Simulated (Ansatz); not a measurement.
Values for one crystal, relaxed and computed with plane-wave PAW PBEsol (Ansatz code); other levels are named.

- Volume per atom: 16.56 Å³
- Electronic character: metallic (no gap)
- Density of states at the Fermi level: 1.0 states/eV per atom (mean over ±0.08 eV)
- Formation energy from the elements (no fitted shifts): -0.93 eV/atom

Problem. Which of these materials gives this?
(A) VO2, rutile
(B) HgS, wurtzite
(C) GeSe, P-6m2 (Ge on 1a, Se on 1f)
(D) V4GeS8, F-43m (V on 16e, Ge on 4c, S on 16e, S on 16e)

Solution. D, V4GeS8, F-43m (V on 16e, Ge on 4c, S on 16e, S on 16e)

The first step of the workflow began from a Materials Project structure, measured or hypothetical; the Crystallography Open Database copy checked does not list it. Whether it is the stable phase at ambient conditions was not checked. The PBEsol relaxation kept the symmetry of its start; its stability against distortions is not shown here. Magnetic state: ferromagnetic, the only order run, not a proven ground state. No Hubbard U is applied. The compound may be a true metal, but semilocal functionals without U, or a wrong spin order, can also close a gap. The references are the lowest solids computed at this level, not always the standard phases. Spin–orbit coupling is left out wherever it is not named.

Potentials: the later of the program's two PAW sets.
